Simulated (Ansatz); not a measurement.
With the program Ansatz at the r²SCAN level (PAW), Al2O3 in the monoclinic phase (Cc; Pearson symbol mS20) relaxes to a = 9.704 Å, b = 5.484 Å, c = 5.643 Å, β = 123.0°. Al on 4a has 4 nearest neighbours from 1.70 Å (tetrahedral); O on 4a has 3 nearest neighbours from 1.79 Å (trigonal planar); O on 4a has 3 nearest neighbours from 1.78 Å (trigonal planar). Against the elements it lies at -3.13 eV/atom, with no fitted shifts.

The Kohn–Sham gap is 4.72 eV (smallest direct gap 4.75 eV). The electron mass is 0.40, 0.46, 0.46 mₑ (principal values). The hole mass is 1.5, 2.2, 3.5 mₑ (principal values).

Bader charges are Al +2.57, O -1.73 to -1.68 e.

The start of the workflow was typed in or built on a structure type; neither database checked (COD, Materials Project) lists it. It is not the phase usual at ambient conditions (space group No. 167). The r²SCAN relaxation kept the symmetry of its start; its stability against distortions is not shown here. The references are the lowest solids computed at this level, not always the standard phases (solids in place of the gases).

Potentials: the earlier of the program's two PAW sets.
